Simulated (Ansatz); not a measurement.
TaRu:
```
CELL_PARAMETERS angstrom
      3.13938     0.00000     0.00000
      0.00000     3.13938     0.00000
      0.00000     0.00000     3.13938
ATOMIC_POSITIONS crystal
  Ta 0.50000 0.50000 0.50000
  Ru 0.00000 0.00000 0.00000
```

This is the PBEsol-relaxed structure.

**Question.** All from DFT-PBEsol in the program Ansatz with PAW potentials, unless another level is named. Predict the highest zone-centre frequency.

**Answer.** 146 cm⁻¹.

**Question.** Predict the bulk modulus (Birch–Murnaghan fit).

**Answer.** 272 GPa.

Space group Pm-3m (CsCl type). The workflow started from a Materials Project entry (that database holds measured and hypothetical structures alike); the Crystallography Open Database files this formula in space group No. 221, but the cells were not matched. Whether it is the stable phase at ambient conditions was not checked. Symmetry was held in the PBEsol relaxation. At this level the phase is mechanically unstable. No spin polarisation was allowed. As this level gives no gap, phonon frequencies hold no LO–TO term and depend on the k-mesh and smearing (Fermi–Dirac, 0.1 eV here). On the denser mesh and wider smearing of the elastic run this cell carries a stress of 0.4 GPa. Scalar-relativistic: spin–orbit coupling is off unless named, which matters more the heavier the elements.

Potentials: the later of the program's two PAW sets.
